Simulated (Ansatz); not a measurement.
# Sn₂Bi₂O: rattling a relaxed structure

The cell was found from a structure generator's guess, not taken from experiment.

Theory: DFT PBE, scalar-relativistic, plane waves, PAW in Ansatz. Plane waves to 420 eV, a k mesh through Γ of 6×6×6 on the computed 5-atom cell and Gaussian smearing (0.10 eV); no spin polarisation.

The cell below (5 atoms, space group Cmmm (No. 65)) is relaxed within its symmetry.

```cif
data_structure
_symmetry_space_group_name_H-M 'P 1'
_symmetry_Int_Tables_number 1
_cell_length_a 4.9650
_cell_length_b 4.9650
_cell_length_c 5.8281
_cell_angle_alpha 90.000
_cell_angle_beta 90.000
_cell_angle_gamma 93.676
_cell_volume 143.38
loop_
_atom_site_label
_atom_site_type_symbol
_atom_site_fract_x
_atom_site_fract_y
_atom_site_fract_z
_atom_site_occupancy
Sn1 Sn 0.72713 0.27287 0.50000 1
Sn2 Sn 0.27287 0.72713 0.50000 1
Bi1 Bi 0.50000 0.00000 0.00000 1
Bi2 Bi 0.00000 0.50000 0.00000 1
O1 O 0.00000 0.00000 0.50000 1
```

For the test a repeat of it with 10 atoms (edges 4.97, 5.83, 9.93 Å) was strained at random (σ = 1.5 % a component), the atoms were moved at random (σ = 0.05 Å), and all was relaxed again on a coarse 4×4×2 mesh (in the run’s order of axes) with 0.20 eV smearing, with no symmetry imposed.

These runs have no spin–orbit coupling, which can matter for Bi.

Q: What happens?

A: It doesn't return. The energy falls by 61 meV/atom on that mesh, the volume changes by 3.3 %, and the end has space group Amm2 (No. 38) at a loose tolerance. Relaxed again on a 6×6×6 mesh with 0.10 eV smearing, the new structure lies 61 meV/atom below the first (mesh in the axes of the run's cell; the cell below is made exact in the group named). Space group Amm2 (No. 38), orthorhombic, a = 5.859 Å, b = 7.616 Å, c = 6.716 Å. Sn has 1 O at 2.01 Å, 1 O at 3.33 Å, 2 Sn at 3.36 Å and 4 Bi at 3.37–3.43 Å; Bi has 1 Bi at 3.08 Å, 4 Sn at 3.37–3.43 Å, 2 Bi at 3.44 Å and 4 O at 3.87–4.00 Å; O is surrounded by 2 Sn at 2.01 Å, 2 Sn at 3.33 Å and 8 Bi at 3.87–4.00 Å.

```yaml
crystal:
  lattice:
    - [5.85851, 0.00000, 0.00000]
    - [0.00000, 3.80811, 3.35814]
    - [0.00000, -3.80811, 3.35814]
  atoms:
    - { symbol: Sn, position: [0.00000, 0.22863, 0.72650] }
    - { symbol: Sn, position: [0.00000, 0.72650, 0.22863] }
    - { symbol: Bi, position: [0.50000, 0.93902, 0.53501] }
    - { symbol: Bi, position: [0.50000, 0.53501, 0.93902] }
    - { symbol: O, position: [0.00000, 0.07075, 0.07075] }
```
